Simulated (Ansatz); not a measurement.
Rb:
```
CELL_PARAMETERS angstrom
     -2.77445     2.77445     2.77445
      2.77445    -2.77445     2.77445
      2.77445     2.77445    -2.77445
ATOMIC_POSITIONS crystal
  Rb 0.00000 0.00000 0.00000
```

Relaxed with PBE+D3(BJ).

Q: Which orbitals make up the states near the Fermi level in plane-wave PAW PBE+D3(BJ) (Ansatz code)?

A: Within 0.5 eV of the Fermi level: Rb 5s 89 %, outside the projected shells 11 %. Projections are on Löwdin-orthogonalised atomic valence shells; empty p or d shells of many metals are not among them.

Q: Tabulate the density of states.

A: States/eV per cell of 1 atom, in 0.25 eV bins, energy from the Fermi level.

```
E (eV)  total  Rb 5s  Rb 4p
------  -----  -----  -----
-7.85    0.00   0.00   0.00
-7.60    0.00   0.00   0.00
-7.35    0.00   0.00   0.00
-7.10    0.00   0.00   0.00
-6.85    0.00   0.00   0.00
-6.60    0.00   0.00   0.00
-6.35    0.00   0.00   0.00
-6.10    0.00   0.00   0.00
-5.85    0.00   0.00   0.00
-5.60    0.00   0.00   0.00
-5.35    0.00   0.00   0.00
-5.10    0.00   0.00   0.00
-4.85    0.00   0.00   0.00
-4.60    0.00   0.00   0.00
-4.35    0.00   0.00   0.00
-4.10    0.00   0.00   0.00
-3.85    0.00   0.00   0.00
-3.60    0.00   0.00   0.00
-3.35    0.00   0.00   0.00
-3.10    0.00   0.00   0.00
-2.85    0.00   0.00   0.00
-2.60    0.00   0.00   0.00
-2.35    0.00   0.00   0.00
-2.10    0.02   0.02   0.00
-1.85    0.18   0.17   0.00
-1.60    0.29   0.28   0.00
-1.35    0.37   0.36   0.01
-1.10    0.46   0.44   0.01
-0.85    0.54   0.52   0.01
-0.60    0.63   0.60   0.01
-0.35    0.72   0.69   0.01
-0.10    0.84   0.77   0.01
0.15     1.05   0.93   0.01
0.40     1.06   0.86   0.01
0.65     0.88   0.59   0.00
0.90     1.30   0.29   0.00
1.15     2.20   0.16   0.00
1.40     1.74   0.06   0.00
1.65     1.58   0.07   0.00
1.90     1.54   0.07   0.00
2.15     1.60   0.07   0.00
2.40     1.83   0.08   0.00
2.65     2.35   0.10   0.00
2.90     1.58   0.07   0.00
3.15     1.52   0.05   0.00
3.40     1.59   0.04   0.00
3.65     1.45   0.05   0.00
3.90     1.86   0.05   0.00
4.15     2.64   0.06   0.00
4.40     2.72   0.02   0.00
4.65     2.41   0.01   0.00
```

Space group Im-3m (bcc (W type)). The cell was relaxed with PBE+D3(BJ) under the symmetry of its start. The pairwise dispersion correction was not fitted to metals. Scalar-relativistic: spin–orbit coupling is off unless named, which matters more the heavier the elements.

Potentials: the earlier of the program's two PAW sets.
